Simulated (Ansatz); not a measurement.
# ReW$_{3}$ under strains and displacements

Level of theory: DFT PBEsol, scalar-relativistic, plane waves, PAW in Ansatz.

Plane waves to 420 eV, a k mesh through Γ of 16×16×6 on the computed 4-atom cell and Gaussian smearing (0.10 eV); no spin polarisation.

Reference cell:

```yaml
crystal:
  lattice:
    - [1.57877, -2.24537, 0.00000]
    - [1.57877, 2.24537, 0.00000]
    - [0.00000, 0.00000, 8.97968]
  atoms:
    - { symbol: Re, position: [0.00000, 0.00000, 0.00000] }
    - { symbol: W, position: [0.50000, 0.50000, 0.75072] }
    - { symbol: W, position: [0.00000, 0.00000, 0.50000] }
    - { symbol: W, position: [0.50000, 0.50000, 0.24928] }
```

Each variant moves atoms of this cell by the vectors given, if any (Å), and then applies a symmetric strain (tensor components, Cartesian axes). The reference cell isn't relaxed at this level. Energies are per atom at zero smearing, counted from the lowest variant. Pressure is positive in compression.

1. strain (xx yy zz yz xz xy, %) 2.81 4.28 2.74 0.00 0.00 0.00; moves: W2 (0.000, 0.000, 0.141); W4 (0.000, 0.000, -0.141)
2. strain (xx yy zz yz xz xy, %) -6.76 2.35 -6.54 0.00 0.00 0.00; moves: W2 (0.000, 0.000, -0.354); W4 (0.000, 0.000, 0.354)
3. strain (xx yy zz yz xz xy, %) 7.72 0.10 4.47 0.00 0.00 0.00; moves: W2 (0.000, 0.000, 0.042); W4 (0.000, 0.000, -0.042)

```json
{"result": "A", "ΔE (meV/atom)": "799.8", "P (GPa)": "58.13", "largest force (eV/Å)": "10.78"}
{"result": "B", "ΔE (meV/atom)": "65.2", "P (GPa)": "-36.14", "largest force (eV/Å)": "0.11"}
{"result": "C", "ΔE (meV/atom)": "0.0", "P (GPa)": "-30.58", "largest force (eV/Å)": "1.37"}
```

Which variant gave which result?

A is 2, B is 3, C is 1. The pressure falls as the cell grows: from the smallest volume to the largest the variants are 2, 1, 3.

Spin–orbit coupling is left out, which can shift energies with elements as heavy as these.